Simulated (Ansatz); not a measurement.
# Two-dimensional strain map in Au

The calculation used Ansatz 0.2.0, DFT PBEsol, scalar-relativistic, plane waves, PAW. The runs took a 420 eV cutoff, a Γ-centred 20×20×20 mesh and Gaussian smearing (0.15 eV). Spin–orbit coupling is left out, which can shift energies with elements as heavy as these. No spin polarisation. Energies are free energies at this smearing, counted from the undisturbed cell; pressure is positive in compression.

The undisturbed cell (as given, not relaxed at this level; it stands at -9.4 GPa; this bcc form isn't the usual structure):

```
Au
1.0
    -1.65727    1.65727    1.65727
     1.65727   -1.65727    1.65727
     1.65727    1.65727   -1.65727
Au
1
Direct
  0.00000 0.00000 0.00000
```

The cell is strained by p along both x and y and by q along z, fractional coordinates fixed. Points are written (p, q). At -9 GPa the given cell is far from its own equilibrium, so these figures belong to a strongly strained crystal.

p was sampled at -0.030, -0.015, 0.000, 0.015, 0.030 and q at -0.030, -0.015, 0.000, 0.015, 0.030.

Task: Where on the computed points is the energy highest, and how high?

Result: At (0.030, 0.030): 143.8 meV/atom.

Task: Away from (0, 0), which computed point is lowest?

Result: (-0.030, 0.000): -36.6 meV/atom.

The map, in meV/atom:

```csv
p \ q,-0.030,-0.015,0.000,0.015,0.030
-0.030,-30.6,-35.8,-36.6,-33.5,-26.9
-0.015,-36.6,-33.1,-25.6,-14.8,-1.0
0.000,-25.9,-14.6,0.0,17.5,37.5
0.015,-1.2,17.1,37.9,61.1,86.4
0.030,35.0,59.4,85.8,114.0,143.8
```